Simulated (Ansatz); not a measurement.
CsSnBr₃:
```
CsSnBr3
1.0
    5.88692     0.00000     0.00000
    0.00000     5.88692     0.00000
    0.00000     0.00000     5.88692
Cs Sn Br
1 1 3
Cartesian
  0.00000   0.00000   0.00000
  2.94346   2.94346   2.94346
  2.94346   0.00000   2.94346
  0.00000   2.94346   2.94346
  2.94346   2.94346   0.00000
```

Relaxed with PBE. Special points in fractions of this cell's reciprocal vectors: Γ (0.000, 0.000, 0.000); X (0.000, 0.500, 0.000); M (0.500, 0.500, 0.000); R (0.500, 0.500, 0.500).

**Question.** List the band energies nearest the valence-band maximum at these points for the program Ansatz at the PBE level (PAW).

**Answer.** In eV from the valence-band maximum; about four levels below and three above (degenerate sets whole), none deeper than 8.9 eV; points with the same levels are listed once.

| k | below | above |
|---|---|---|
| Γ | -2.81 -2.81 -2.81 -2.69 -2.69 -2.69 | 2.38 3.47 3.47 |
| X | -2.94 -2.80 -2.80 -1.89 | 1.57 3.79 4.37 4.37 |
| M | -3.05 -3.05 -2.35 -0.92 | 1.14 1.14 3.97 |
| R | -2.34 -2.34 -2.34 0.00 | 0.63 0.63 0.63 |

Space group Pm-3m (cubic perovskite). Symmetry was held in the PBE relaxation; of distortions, only those at the zone centre were tested. Scalar-relativistic: spin–orbit coupling is off unless named, which matters more the heavier the elements.

Potentials: the later of the program's two PAW sets.
